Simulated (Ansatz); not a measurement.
**Question.** SiO₂ in space group P4_12_12 (No. 92; Si on 4a, O on 8b) is relaxed with r²SCAN in the plane-wave PAW code Ansatz. What lattice parameters of the conventional cell result?

**Answer.** a = 4.980 Å, c = 6.918 Å.

**Question.** Give the free coordinates with the occupied sites.

**Answer.** In one choice of origin and axes:

```tsv
atom	site	symmetry	x	y	z
Si	4a	..2	0.3023	0.3023	0.0000
O	8b	1	0.2382	0.1090	0.1813
```

**Question.** Is it a metal or does it have a gap at this level?

**Answer.** A gap of 6.35 eV, direct.

Symmetry was held in the r²SCAN relaxation.

Potentials: the later of the program's two PAW sets.
